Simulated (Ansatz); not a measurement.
**TiB₂ from LDA upwards**

The starting cell is an entry of the Crystallography Open Database (1996):

```
Ti B
1.0
     3.02920    0.00000    0.00000
    -1.51460    2.62336    0.00000
     0.00000    0.00000    3.22840
Ti B
1 2
Direct
  0.00000 0.00000 0.00000
  0.33333 0.66667 0.50000
  0.66667 0.33333 0.50000
```

Atoms and cell were relaxed at zero pressure with plane-wave PAW DFT (Ansatz 0.2.0; one set of PAW datasets, made under PBE, for all functionals; 420 eV, r2SCAN 500 eV; 12×12×10 Γ-centred mesh, fermi-dirac occupations of width 0.100 eV; no spin polarisation, no spin-orbit coupling, no dispersion correction), keeping the symmetry (P6/mmm, No. 191).

Q: What cells and energies do LDA, PBEsol, PBE, r2SCAN give?

A: The relaxed conventional cells:

```
functional  a (Å)  c (Å)  volume (Å³/atom)  formation energy (eV/atom)
       LDA  2.994  3.160              8.18                      -1.152
    PBEsol  3.017  3.185              8.37                      -1.130
       PBE  3.032  3.224              8.56                      -1.066
    r2SCAN  3.025  3.224              8.52                      -1.119
 the entry  3.029  3.228              8.55                           –
```

LDA gives the smallest volume and PBE the largest, 4.6 % more, the usual order, since LDA overbinds and PBE's gradient terms loosen the lattice. Against the entry's volume: LDA -4.4 %, PBEsol -2.1 %, PBE +0.0 %, r2SCAN -0.4 %; PBE and r2SCAN come about as near. The formation energies span 0.09 eV an atom, lowest under LDA.

Caveats: each relaxation keeps the start's symmetry, so a distorted cell may lie lower; computed cells are at 0 K with fixed nuclei, while the entry holds thermal expansion, often some tenths of a per cent in volume and more in soft crystals; formation energies are at zero smearing against the elements' usual phases under the same functional, gases as free molecules, uncorrected.
